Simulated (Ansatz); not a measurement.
Density of states of a Si₅W₃ cell (a random packing after short dynamics, relaxed), per eV and atom, broadened by Gaussian smearing of width 0.1 eV and averaged over bins of 0.2 eV, from 8 eV under the Fermi level at most up to where the solved bands end.

Level of theory: Ansatz, DFT PBE, scalar-relativistic, plane waves, PAW.

Settings: cutoff 420 eV, Γ-centred mesh 4×5×5 on the computed 24-atom cell, Gaussian smearing of 0.10 eV; no spin polarisation.

```
CELL_PARAMETERS angstrom
7.21064 -0.66820 0.20089
-0.69103 7.19991 0.72474
0.20233 0.72865 7.11362
ATOMIC_POSITIONS crystal
Si 0.67336 0.83148 0.25177
Si 0.18962 0.81012 0.92099
Si 0.11601 0.78694 0.61179
Si 0.19934 0.18944 0.29814
Si 0.93700 0.08687 0.85453
Si 0.48437 0.66947 0.01759
Si 0.33727 0.75692 0.37875
Si 0.51606 0.90291 0.62726
Si 0.50731 0.02736 0.96782
Si 0.00629 0.88696 0.18611
Si 0.22847 0.27717 0.95350
Si 0.62011 0.36525 0.97912
Si 0.08414 0.37896 0.55650
Si 0.76726 0.72092 0.76808
Si 0.80992 0.35017 0.25700
W 0.13777 0.53603 0.18995
W 0.49115 0.47516 0.35919
W 0.88368 0.02443 0.50970
W 0.42801 0.53491 0.71116
W 0.85017 0.61320 0.45903
W 0.97474 0.48466 0.85898
W 0.68583 0.24380 0.66572
W 0.27885 0.11215 0.66815
W 0.52236 0.10430 0.30126
```

| E − E_F (eV) | total | W 5d | Si 3p | Si 3s | W 6s |
| --- | --- | --- | --- | --- | --- |
| -7.95 | 0.206 | 0.040 | 0.065 | 0.089 | 0.008 |
| -7.75 | 0.203 | 0.042 | 0.064 | 0.084 | 0.009 |
| -7.55 | 0.235 | 0.052 | 0.076 | 0.090 | 0.012 |
| -7.35 | 0.245 | 0.053 | 0.083 | 0.090 | 0.015 |
| -7.15 | 0.255 | 0.057 | 0.085 | 0.093 | 0.015 |
| -6.95 | 0.278 | 0.065 | 0.096 | 0.096 | 0.016 |
| -6.75 | 0.198 | 0.046 | 0.073 | 0.064 | 0.011 |
| -6.55 | 0.198 | 0.045 | 0.083 | 0.052 | 0.013 |
| -6.35 | 0.207 | 0.049 | 0.099 | 0.040 | 0.015 |
| -6.15 | 0.299 | 0.068 | 0.157 | 0.039 | 0.029 |
| -5.95 | 0.313 | 0.077 | 0.164 | 0.037 | 0.029 |
| -5.75 | 0.355 | 0.094 | 0.190 | 0.035 | 0.029 |
| -5.55 | 0.364 | 0.103 | 0.191 | 0.036 | 0.027 |
| -5.35 | 0.389 | 0.116 | 0.204 | 0.035 | 0.027 |
| -5.15 | 0.410 | 0.129 | 0.212 | 0.035 | 0.026 |
| -4.95 | 0.418 | 0.139 | 0.212 | 0.034 | 0.026 |
| -4.75 | 0.444 | 0.153 | 0.221 | 0.037 | 0.025 |
| -4.55 | 0.491 | 0.181 | 0.234 | 0.041 | 0.025 |
| -4.35 | 0.508 | 0.200 | 0.232 | 0.041 | 0.025 |
| -4.15 | 0.504 | 0.209 | 0.226 | 0.037 | 0.022 |
| -3.95 | 0.546 | 0.239 | 0.237 | 0.037 | 0.022 |
| -3.75 | 0.587 | 0.273 | 0.243 | 0.034 | 0.024 |
| -3.55 | 0.571 | 0.274 | 0.232 | 0.031 | 0.021 |
| -3.35 | 0.607 | 0.303 | 0.238 | 0.031 | 0.021 |
| -3.15 | 0.643 | 0.342 | 0.236 | 0.031 | 0.020 |
| -2.95 | 0.719 | 0.390 | 0.255 | 0.033 | 0.021 |
| -2.75 | 0.768 | 0.433 | 0.258 | 0.035 | 0.020 |
| -2.55 | 0.794 | 0.461 | 0.254 | 0.036 | 0.019 |
| -2.35 | 0.783 | 0.454 | 0.252 | 0.033 | 0.019 |
| -2.15 | 0.722 | 0.421 | 0.230 | 0.030 | 0.016 |
| -1.95 | 0.700 | 0.415 | 0.214 | 0.030 | 0.016 |
| -1.75 | 0.678 | 0.405 | 0.204 | 0.030 | 0.014 |
| -1.55 | 0.686 | 0.415 | 0.202 | 0.030 | 0.013 |
| -1.35 | 0.686 | 0.418 | 0.197 | 0.031 | 0.013 |
| -1.15 | 0.692 | 0.430 | 0.190 | 0.031 | 0.012 |
| -0.95 | 0.683 | 0.428 | 0.184 | 0.031 | 0.011 |
| -0.75 | 0.542 | 0.345 | 0.138 | 0.025 | 0.009 |
| -0.55 | 0.506 | 0.322 | 0.126 | 0.024 | 0.010 |
| -0.35 | 0.508 | 0.321 | 0.126 | 0.026 | 0.009 |
| -0.15 | 0.460 | 0.288 | 0.115 | 0.025 | 0.009 |
| 0.05 | 0.385 | 0.242 | 0.091 | 0.023 | 0.008 |
| 0.25 | 0.437 | 0.275 | 0.097 | 0.031 | 0.009 |
| 0.45 | 0.442 | 0.278 | 0.096 | 0.033 | 0.011 |
| 0.65 | 0.452 | 0.271 | 0.104 | 0.037 | 0.013 |
| 0.85 | 0.454 | 0.275 | 0.102 | 0.036 | 0.012 |
| 1.05 | 0.474 | 0.289 | 0.103 | 0.039 | 0.011 |
| 1.25 | 0.494 | 0.294 | 0.113 | 0.043 | 0.011 |

The columns after the total are the largest Löwdin projections on the valence shells of the potentials, so they needn't add up, and the weight of a shell that a potential lacks goes to other orbitals. The cell has no gap on the mesh.

Spin-orbit coupling is left out, which matters for the bands of heavy elements.

Cost: 2 runs of about 33 core-minutes in all (earlier runs that led there not counted), on AMD EPYC (Zen 3) (shared hosts).